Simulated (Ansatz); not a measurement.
LaAsO$_{3}$ in space group P2_1/m (No. 11; La on 2e, As on 2e, O on 2e, O on 4f) at seven volumes, PBEsol (plane waves, PAW; program Ansatz), shape and atoms relaxed at each. One row is withheld.

| V (Å³/atom) | P (GPa) |
|---|---|
| 12.578 | 12.79 |
| 12.992 | 7.76 |
| 13.407 | 3.53 |
| 13.822 | 0.00 |
| 14.236 | -2.92 |
| 14.651 | ? |
| 15.066 | -7.19 |

### Question
Fit the shown pressures and predict the withheld one.

### Answer
P = (3/2)B₀(x^(7/2) − x^(5/2))[1 + (3/4)(B′ − 4)(x − 1)] with x = (V₀/V)^(2/3). Least squares on the six rows gives V₀ = 13.823 Å³/atom, B₀ = 105 GPa, B′ = 5.34. At V = 14.651, x = 0.9620 and P = -5.23 GPa. The run itself gave -5.30 GPa.

The workflow started from a Materials Project entry (that database holds measured and hypothetical structures alike); the Crystallography Open Database copy checked does not list it. Its standing as an ambient phase is unchecked. The PBEsol relaxation kept the symmetry of its start; its stability against distortions is not shown here. Scalar-relativistic: spin–orbit coupling is off unless named, which matters more the heavier the elements.

Potentials: the later of the program's two PAW sets.
